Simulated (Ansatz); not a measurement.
Generalised stacking fault of PbSe (rock salt) on the {100} plane. The cell below holds the perfect crystal with the plane normal along z; tilting its third vector by the shift puts one fault into each cell, between planes 3.09 Å apart, at fixed cell height.

```xyz
6
Lattice="4.3685 0.0000 0.0000 0.0000 4.3685 0.0000 2.1843 2.1843 9.2670" Properties=species:S:1:pos:R:3 pbc="T T T"
Se     1.8202     1.8202     7.7225
Se     1.8202     1.8202     1.5445
Se     4.0045     4.0045     4.6335
Pb     4.0045     4.0045     7.7225
Pb     4.0045     4.0045     1.5445
Pb     1.8202     1.8202     4.6335
```

In-plane vectors a = (4.369, 0.000) Å, b = (0.000, 4.369) Å, area 19.08 Å². The shift is s times the vector a + b (length 6.178 Å), so s = 1 restores the start. The shift is rigid: no atom relaxes. γ = [E(shift) − E(0)] / area.

The numbers are results of r2SCAN (plane waves to 500 eV, PAW, scalar-relativistic; Ansatz, a quantum-chemistry and plane-wave program), not measurements. k mesh 7×7×7 (Γ-centred), Fermi-Dirac smearing 0.05 eV. Energies are extrapolated to zero smearing. As the smearing reaches across the gap at some points, the k mesh leaves noise in γ, roughly 0.02 J/m² as judged from a few cases. Faults lie only 9.3 Å apart, and holding the cell height and the atoms raises γ above its relaxed value. PbSe was relaxed with its symmetry unable to fall. Spin-orbit coupling is left out, though Pb is heavy. γ is measured from zero shift. The last digit holds for this mesh only.

```tsv
s	γ (J/m²)
0.000	0.00
0.083	0.06
0.167	0.23
0.250	withheld
0.333	0.75
0.417	0.97
0.500	1.04
0.583	0.97
0.667	0.75
0.750	withheld
0.833	0.23
0.917	0.06
```

### Question
Fit a Fourier form (three harmonics of 1 − cos and sin) to the given rows and predict γ at s = 0.250.

### Answer
Least squares on the 10 given rows: γ = (0.523)·[1 − cos(2πs)] + (-0.021)·[1 − cos(4πs)], in J/m²; root-mean-square residual 0.003 J/m². At 0.250 the fit gives 0.48 J/m²; the calculation gives 0.47 J/m², so the interpolation is off by 0.01 (+2.1 %). 

(The slope of γ gives the shear force per area between the displaced halves; near zero shift its curvature is an elastic stiffness.)
